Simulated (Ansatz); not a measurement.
La₂InGe₂:
```
CELL_PARAMETERS angstrom
      7.70995     0.00000     0.00000
      0.00000     7.70995     0.00000
      0.00000     0.00000     4.45363
ATOMIC_POSITIONS crystal
  La 0.31913 0.81913 0.50000
  La 0.68087 0.18087 0.50000
  La 0.18087 0.31913 0.50000
  La 0.81913 0.68087 0.50000
  In 0.00000 0.00000 0.00000
  In 0.50000 0.50000 0.00000
  Ge 0.38451 0.11549 0.00000
  Ge 0.61549 0.88451 0.00000
  Ge 0.88451 0.38451 0.00000
  Ge 0.11549 0.61549 0.00000
```

This is the r²SCAN-relaxed structure.

All from plane-wave PAW r²SCAN (Ansatz code), unless another level is named. Predict the electronic character.

metallic (no gap).

Next, the formation energy from the elements (no fitted shifts)?

-867 meV/atom.

Give the density of states at the Fermi level.

0.52 states/eV per atom (mean over ±0.08 eV).

Space group P4/mbm. The first step of the workflow began from a Materials Project structure, measured or hypothetical; the Crystallography Open Database copy checked does not list it. Whether it is the stable phase at ambient conditions was not checked. The cell was relaxed with r²SCAN under the symmetry of its start; its stability against distortions is not shown here. The references are the lowest solids computed at this level, not always the standard phases. Spin–orbit coupling is left out wherever it is not named.

Potentials: the earlier of the program's two PAW sets.
